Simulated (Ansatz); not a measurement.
**Os (hcp)**

Method: r²SCAN, scalar-relativistic; no spin polarisation; PAW, 500 eV, 18×18×10 k-mesh, Gaussian smearing of 0.05 eV; code Ansatz; PAW files: Ansatz's generated set soft_2.

```yaml
crystal:
  lattice:
    - [2.73574, 0.00000, 0.00000]
    - [-1.36787, 2.36922, 0.00000]
    - [0.00000, 0.00000, 4.32384]
  atoms:
    - { symbol: Os, position: [0.33333, 0.66667, 0.75000] }
    - { symbol: Os, position: [0.66667, 0.33333, 0.25000] }
```

Cell and atoms are those of this level's equilibrium.

Path: Γ–M–K–Γ–A–L–H–A | L–M | H–K, with Γ = (0.000, 0.000, 0.000), M = (0.500, 0.000, 0.000), K = (0.333, 0.333, 0.000), A = (0.000, 0.000, 0.500), L = (0.500, 0.000, 0.500), H = (0.333, 0.333, 0.500) in reciprocal vectors of the calculation's cell.

Is it a metal or an insulator, and if it has a gap, where are the band edges on this path?

A metal: bands cross the Fermi level.

Bands as a text map, energy in eV from the Fermi level (dashes), each leg drawn with the same width:
```
  5.57 |            ***    *                  *                *         **
  5.14 |          **   *                                      *            
  4.71 |  *    ***                                           *   **        
  4.29 |                                     *      *       *   *          
  3.86 |                                    *              *   *           
  3.43 |                *   *              *              *   *            
  3.00 | *    **                          *                * *   **        
  2.57 |   *** ****      *               * *        **    *********        
  2.14 |  *   *********** **            * * ****   * **       * ***      **
  1.71 |**    *   ** **  *  *******    * *      ***            *   ********
  1.29 |     *      **             *  *                *      *         *  
  0.86 |     *         * *          *****             ****  *          *   
  0.43 |    *                      *                         *             
  0.00 |*---*-----------*-*--*----*--------**-------------**--*-------*----
 -0.43 |    *                 *  *           **            **        *     
 -0.86 | * *             ** *  **         *    *           *   *           
 -1.29 |   *         **   **   *         ***    ***       * *      **   ***
 -1.71 |****     ****  *  * *** *       **  *      ****    * *  *   ****   
 -2.14 |*** * ***       ** ****        *     *              * *****        
 -2.57 | *** ****       *  **  ***            *        *     *   **        
 -3.00 |*****  *****   * ******* **   * *      *        *     *   *        
 -3.43 | *   **  *  ***    *   *********        ****   ***     *** ********
 -3.86 |     * ******* ***  *      **               ***  *       **        
 -4.29 |  ***      **      *         *                  *       *          
 -4.71 |   *         **   *           *            *** *       *     ******
 -5.14 |    *          *  *            ***    *****   *     **     **      
 -5.57 |             *****                ****            ** ***    **  ***
 -6.00 |     *      ** * *                        *         *      *****   
        Γ      M      K      Γ      A      L      H      AL       MH      K
```

Spin–orbit coupling, which matters for such heavy elements, is left out.
